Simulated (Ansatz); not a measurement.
## How long does this Ansatz run take?

```yaml
crystal:
  lattice:
    - [2.9499978604, 0.0, 0.0]
    - [-1.4749989302, 2.5547730882, 0.0]
    - [0.0, 0.0, 4.686]
  atoms:
    - { symbol: Ti, position: [0.3333333333, 0.6666666667, 0.25] }
    - { symbol: Ti, position: [0.6666666667, 0.3333333333, 0.75] }
kpoints:
  mp_grid: { grid: [18, 18, 10] }
scf:
  occupations: { method: fermi_dirac, width: 0.05 }
hamiltonian:
  xc: pbesol
  pseudopotentials: { kind: paw }
output:
  forces: true
  stress: true
  populations: true
  efg: { quadrupole_moments_barn: { Ti: 0.247 }, contact_densities: true }
  write_density: true
  write_potential: true
  elf: true
  volumetric_format: npy
```

```sh
ansatz run input.yaml --threads 1 --pin off --max-ram 3072MiB --backend cpu --events-out ev --progress --plain --runs-dir out
```

It runs on 1 thread of AMD EPYC 9R45 (Zen 5) (x86_64; 16 cores open to the job, memory cap 3.0 GiB, no GPU), a shared host with a load of 0.4 a core.

Task: How much time and memory should be set aside?

Result: About 3.2 s of wall time (3.1 s of CPU time) and 0.48 GiB. The run holds 24 valence electrons in 16 bands, about 687 plane waves a k-point and 222 irreducible k-points, and took 6 SCF iterations. Times on a shared host vary by tens of per cent.
